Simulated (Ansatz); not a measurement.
ZnS:
```yaml
crystal:
  lattice:
    - [3.74345, 0.00000, 0.00000]
    - [-1.87172, 3.24192, 0.00000]
    - [0.00000, 0.00000, 24.49096]
  atoms:
    - { symbol: Zn, position: [0.00000, 0.00000, 0.00006] }
    - { symbol: Zn, position: [0.00000, 0.00000, 0.50006] }
    - { symbol: Zn, position: [0.33333, 0.66667, 0.12496] }
    - { symbol: Zn, position: [0.66667, 0.33333, 0.62496] }
    - { symbol: Zn, position: [0.33333, 0.66667, 0.37520] }
    - { symbol: Zn, position: [0.66667, 0.33333, 0.87520] }
    - { symbol: Zn, position: [0.33333, 0.66667, 0.75003] }
    - { symbol: Zn, position: [0.66667, 0.33333, 0.25003] }
    - { symbol: S, position: [0.00000, 0.00000, 0.09370] }
    - { symbol: S, position: [0.00000, 0.00000, 0.59370] }
    - { symbol: S, position: [0.33333, 0.66667, 0.21858] }
    - { symbol: S, position: [0.66667, 0.33333, 0.71858] }
    - { symbol: S, position: [0.33333, 0.66667, 0.46880] }
    - { symbol: S, position: [0.66667, 0.33333, 0.96880] }
    - { symbol: S, position: [0.33333, 0.66667, 0.84387] }
    - { symbol: S, position: [0.66667, 0.33333, 0.34387] }
```

Tensor components refer to the Cartesian frame of this cell.

### Question
Give the proper piezoelectric stress tensor with relaxed ions from plane-wave PAW LDA (Ansatz code).

### Answer
In C/m², rows x, y, z, Voigt columns; mesh uncertainty up to 0.00.
```
 0.00   0.00   0.00   0.00  -0.09   0.00
 0.00   0.00   0.00  -0.09   0.00   0.00
-0.11  -0.11   0.18   0.00   0.00   0.00
```

The elastic tensor of the same run (GPa):

```
 140  67.0  51.6   0.0   0.0   0.0
67.0   140  51.6   0.0   0.0   0.0
51.6  51.6   158   0.0   0.0   0.0
 0.0   0.0   0.0  31.9   0.0   0.0
 0.0   0.0   0.0   0.0  31.9   0.0
 0.0   0.0   0.0   0.0   0.0  36.3
```

### Question
Convert to strain constants d = e·S.

### Answer
In pC/N:
```
 0.0   0.0   0.0   0.0  -3.0   0.0
 0.0   0.0   0.0  -3.0   0.0   0.0
-1.0  -1.0   1.8   0.0   0.0   0.0
```

Space group P6_3mc. The workflow started from an entry of the Crystallography Open Database (COD). Its sites differ from those of the usual phase in this space group: another stacking or structure type. The cell was relaxed with LDA under the symmetry of its start; whether a distortion lowers the energy is not shown. Signs of piezoelectric constants follow the polarity of the cell as given.

Potentials: the later of the program's two PAW sets.
